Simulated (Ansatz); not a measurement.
## Two states of CuSnF₆

```yaml
crystal:
  lattice:
    - [2.59210, 4.63409, -0.08028]
    - [-2.63758, 4.66035, -0.04655]
    - [-2.65271, 1.49644, 4.59297]
  atoms:
    - { symbol: F, position: [0.41858, 0.57434, 0.25791] }
    - { symbol: F, position: [0.03880, 0.19857, 0.24210] }
    - { symbol: F, position: [0.78657, 0.79888, 0.23789] }
    - { symbol: F, position: [0.58640, 0.44628, 0.73018] }
    - { symbol: F, position: [0.97836, 0.81600, 0.74339] }
    - { symbol: F, position: [0.17894, 0.23510, 0.72614] }
    - { symbol: Cu, position: [0.51397, 0.95242, 0.53209] }
    - { symbol: Sn, position: [0.96057, 0.05101, 0.98207] }
```

Level: r2SCAN, with U_eff = 6.34 eV on Cu d (all-electron-ortho-atomic projectors); 500 eV; 4×5×4 (shifted by 0.5, 0, 0 steps) mesh; fermi-dirac occupations (width 0.1 eV); Ansatz 0.2.0, fixed geometry.

State A: no moments (no spin polarisation). State B: Cu7 up (collinear spin).

Compare the two self-consistent states.

State B is lower by 153.0 meV an atom at zero smearing; in free energy at this smearing B lies -141.3 meV an atom from A.

```
state  free energy (meV/atom)  largest moment in a small sphere (μB)  net moment (μB/cell)  gap on mesh (eV)  pressure (GPa)  largest force (eV/Å)
    A                   141.3                                   0.00                  0.00             metal            -7.9                  7.16
    B                     0.0                                   0.90                  1.00              2.01           -10.2                  7.93
```

Origin: a strained cell with displaced atoms, so it need not be a known compound. Caveats: an odd or shifted mesh can miss the band edges, so this level's true gap may be smaller; no spin-orbit coupling, which can shift this gap by tenths of an eV; atoms or cell far from equilibrium; odd electron count without spin polarisation, so a magnetic state may lie lower; the k mesh is coarse if the cell is a metal.
